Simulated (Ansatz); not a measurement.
## Na₄MgAlP₃O₁₂: 23Na nuclear quadrupole resonance

Cell: a Materials Project structure (computed, not necessarily an observed phase), taken as it stands.

Space group R3c:H (No. 161); a = 8.8114, c = 21.5444 Å, γ = 120.00°.

```
site  Wyckoff  site symmetry       x       y       z
 Na1      18b              1  0.3037  0.3389  0.5825
 Na7       6a             3.  0.0000  0.0000  0.4984
  Mg       6a             3.  0.0000  0.0000  0.3506
  Al       6a             3.  0.0000  0.0000  0.6502
   P      18b              1  0.9570  0.3288  0.5839
 O19      18b              1  0.2127  0.0307  0.3081
 O25      18b              1  0.7924  0.9621  0.6925
 O31      18b              1  0.0146  0.8236  0.4108
 O37      18b              1  0.9718  0.1583  0.5892
```

One atom of each set is listed; the run and its k-mesh use a cell of 42 atoms with edges of 8.80, 8.80, 8.80 Å.

The numbers come from a DFT calculation in Ansatz (r2SCAN, plane waves and PAW, scalar-relativistic, 500 eV cutoff, Γ-centred 3×3×3 k-points, Fermi–Dirac smearing 0.02 eV).

23Na: I = 3/2, Q = 104.0 mb (year-2017 value). Static lattice, zero field.

(1) At which frequencies do the 23Na NQR lines lie?

Answers

(1) For I = 3/2 there is one line, ν = (|C_Q|/2)(1 + η²/3)^½.

```
site  atoms  V_zz (10²¹ V/m²)  C_Q (MHz)     η  line frequencies (MHz)
 Na1      6             -1.24      -3.11  0.35                    1.59
 Na7      2             -1.36      -3.42  0.00                    1.71
```

An axis of threefold or higher order runs through Na7, so V_zz lies along it and η is zero.

At this cell the principal stresses reach 5 GPa in size with r2SCAN, which can matter for small gradients. The largest force is 0.7 eV/Å, so the atoms aren't at the calculated equilibrium and relaxing them would move these values.

The run took 1.8 min of wall time (1.8 min of CPU time) and 2.4 GiB at its peak, on 1 thread of Intel Xeon 6975P-C (Granite Rapids) (x86_64; 48 cores open to the job, memory cap 2.5 GiB, no GPU), a shared host with a load of 0.6 a core.
